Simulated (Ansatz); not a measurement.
Nb (bcc, W type)

```yaml
crystal:
  lattice:
    - [-1.65481, 1.65481, 1.65481]
    - [1.65481, -1.65481, 1.65481]
    - [1.65481, 1.65481, -1.65481]
  atoms:
    - { symbol: Nb, position: [0.00000, 0.00000, 0.00000] }
```

The volume is varied about the relaxed value V₀ at fixed cell shape. Symmetry pins the atoms to their sites.

Method: PBE (plane waves to 420 eV, PAW, scalar-relativistic; Ansatz, a program for electronic structure). k mesh 20×20×20 (Γ-centred), Fermi-Dirac smearing 0.05 eV. The energy includes the smearing's −TS. Compression counts positive. Nb is run without spin polarisation. Nb was relaxed with its symmetry unable to fall. The zero of ΔE is the relaxed starting cell. The last digit holds for this mesh only.

| V (Å³/atom) | ΔE (meV/atom) |
|---|---|
| 16.314 | 113.6 |
| 16.676 | 70.2 |
| 17.039 | withheld |
| 17.401 | 16.4 |
| 17.764 | 4.0 |
| 18.126 | 0.0 |
| 18.489 | 3.7 |
| 18.851 | 14.4 |
| 19.214 | 31.5 |
| 19.576 | 54.3 |
| 19.939 | 82.3 |

Task: Fit a third-order Birch-Murnaghan form (E₀, V₀, B₀, B₀′ free) to the given rows and predict ΔE at V = 17.039.

Result: Least squares on the 10 given rows: ΔE = E₀ + (9V₀B₀/16)·y²·[2 + (B₀′ − 4)y], y = (V₀/V)^(2/3) − 1, with V₀ = 18.126 Å³/atom, B₀ = 169.7 GPa (160.2 GPa = 1 eV/Å³; the term in eV is multiplied by 1000), B₀′ = 3.84, E₀ = 0.00 meV/atom; root-mean-square residual 0.03 meV/atom. At 17.039 the fit gives 38.1 meV/atom; the calculation gives 38.1 meV/atom, the same to the digits shown. For the pressure the fit gives 11.8 GPa against the computed 11.8 GPa.

(Under strain, the slope of the energy per volume gives the stress and its curvature an elastic modulus.)
